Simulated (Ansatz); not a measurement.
C in space group Fd-3m (No. 227; C on 32e) is relaxed with the program Ansatz at the PBE level (PAW). What lattice parameters of the conventional cell result?

a = 7.513 Å.

Give the free coordinates with the occupied sites.

In one choice of origin and axes:

| atom | site | symmetry | x | y | z |
|---|---|---|---|---|---|
| C | 32e | .3m | 0.0705 | 0.0705 | 0.0705 |

Is it a metal or does it have a gap at this level?

A gap of 2.28 eV, direct.

The start of the workflow was typed in or built on a structure type. Its sites differ from those of the usual phase in this space group: another stacking or structure type. The PBE relaxation kept the symmetry of its start; its stability against distortions is not shown here.

Potentials: the later of the program's two PAW sets.
